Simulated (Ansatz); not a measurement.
Equation of state of Sr

```yaml
crystal:
  lattice:
    - [0.00000, 3.04235, 3.04235]
    - [3.04235, 0.00000, 3.04235]
    - [3.04235, 3.04235, 0.00000]
  atoms:
    - { symbol: Sr, position: [0.00000, 0.00000, 0.00000] }
```

The cell is COD entry 9008484, as deposited and not checked against the literature; nothing was relaxed.

Levels of theory: DFT, LDA, all-electron LAPW, scalar-relativistic (Ansatz 0.2.0); DFT, LDA, PAW with Ansatz's default frozen-core files, scalar-relativistic (Ansatz 0.2.0).

For LAPW: a Γ-centred 10×10×10 k mesh, Fermi–Dirac smearing of 0.08 eV, basis error target 0.5 meV/atom, no spin polarisation. PAW takes a cutoff of 420 eV at this cell (files made with PBE, cores remade for this functional). The Ansatz runs share mesh, smearing and spin set-up. Plane-wave (PAW) pressures include the program's estimate of the Pulay term.

The cell above is scaled evenly, with fractional coordinates and shape held.

```csv
V/V(cell),V (Å³/atom),"P, LAPW (GPa)","P, PAW (GPa)","free energy over the lowest listed, PAW (meV/atom)"
0.9400,52.940,-0.99,-0.99,0.0
0.9600,54.067,-1.20,-1.20,7.7
0.9800,55.193,-1.38,-1.38,16.8
0.9900,55.756,-1.47,-1.47,21.8
1.0000,56.319,-1.55,-1.55,27.1
1.0100,56.883,-1.63,-1.63,32.7
1.0200,57.446,-1.71,-1.71,38.6
1.0400,58.572,-1.85,-1.85,51.1
1.0600,59.698,-1.97,-1.97,64.5
```
